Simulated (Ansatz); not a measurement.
A geometry of Sn away from equilibrium: step 3 of the relaxation of a generated cell, Sn built in the black-P structure type. Calculation: PBEsol (plane waves to 420 eV, PAW, scalar-relativistic; Ansatz, a first-principles code). Γ-centred k-mesh 9×9×6 on the run's cell (coarser than for final values), Fermi–Dirac smearing 0.05 eV. The plane waves were selected for a different cell earlier on the path.

```xyz
4
Lattice="1.9716 -6.0029 0.0000 1.9716 6.0029 0.0000 0.0000 0.0000 5.0530" Properties=species:S:1:pos:R:3 pbc="T T T"
Sn     1.9716     1.4932     2.6695
Sn     1.9716    -1.4932     2.3835
Sn     1.9716    -4.5097     4.9100
Sn     1.9716     4.5097     0.1430
```

Q: Give the Cartesian forces on all atoms (eV/Å).

A: 
```csv
atom,Fx,Fy,Fz
Sn1,0.00,0.46,-0.50
Sn2,0.00,-0.46,0.50
Sn3,0.00,0.46,0.50
Sn4,0.00,-0.46,-0.50
```

The path ends in Fmmm (No. 69). No spin polarisation in the result.

The run could not lower the symmetry of its start; a shaken copy of this end point relaxes with PBEsol to P6/mmm (No. 191), 0.04 eV/atom lower.

The end of the path is a generated cell of Sn: the first start was made by placing the elements on the sites of a structure type, and the end was not matched to a known phase here, so it may be hypothetical. Known forms of Sn include space group No. 141, 227.
